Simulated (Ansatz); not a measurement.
HfC (rock salt) is sheared across one {100} plane: the third cell vector gains the shift, so faults repeat every 7.0 Å. The cut lies between planes 2.33 Å apart; the cell height is held.

```
CELL_PARAMETERS angstrom
      3.28914     0.00000     0.00000
      0.00000     3.28914     0.00000
      1.64457     1.64457     6.97731
ATOMIC_POSITIONS crystal
  C  0.00000 0.00000 0.83333
  C  0.33333 0.33333 0.16667
  C  0.66667 0.66667 0.50000
  Hf 0.50000 0.50000 0.83333
  Hf 0.83333 0.83333 0.16667
  Hf 0.16667 0.16667 0.50000
```

In-plane vectors a = (3.289, 0.000) Å, b = (0.000, 3.289) Å, area 10.82 Å². The shift is s times the vector a (length 3.289 Å), so s = 1 restores the start. The shift is rigid: no atom relaxes. γ = [E(shift) − E(0)] / area.

Method: PBE (plane waves to 420 eV, PAW, scalar-relativistic; Ansatz, a quantum-chemistry and plane-wave program). k mesh 12×12×12 (Γ-centred), Fermi-Dirac smearing 0.05 eV. Energies are extrapolated to zero smearing. With partly filled bands, the k mesh leaves noise in γ, roughly 0.02 J/m² as judged from a few cases. Faults lie only 7.0 Å apart, and holding the cell height and the atoms raises γ above its relaxed value. HfC is run without spin polarisation. HfC was relaxed with its symmetry unable to fall. Spin-orbit coupling is left out, though Hf is heavy. γ is measured from zero shift. The last digit holds for this mesh only.

```tsv
s	γ (J/m²)
0.000	0.00
0.083	0.29
0.167	withheld
0.250	2.03
0.333	2.92
0.417	3.51
0.500	3.71
0.583	3.51
0.667	2.92
0.750	2.03
0.833	withheld
0.917	0.29
```

Problem. Fit a Fourier form (three harmonics of 1 − cos and sin) to the given rows and predict γ at s = 0.833.

Solution. Least squares on the 10 given rows: γ = (1.859)·[1 − cos(2πs)] + (0.087)·[1 − cos(4πs)], in J/m²; root-mean-square residual 0.003 J/m². At 0.833 the fit gives 1.06 J/m²; the calculation gives 1.06 J/m², the same to the digits shown. 

(The slope of γ gives the shear force per area between the displaced halves; near zero shift its curvature is an elastic stiffness.)
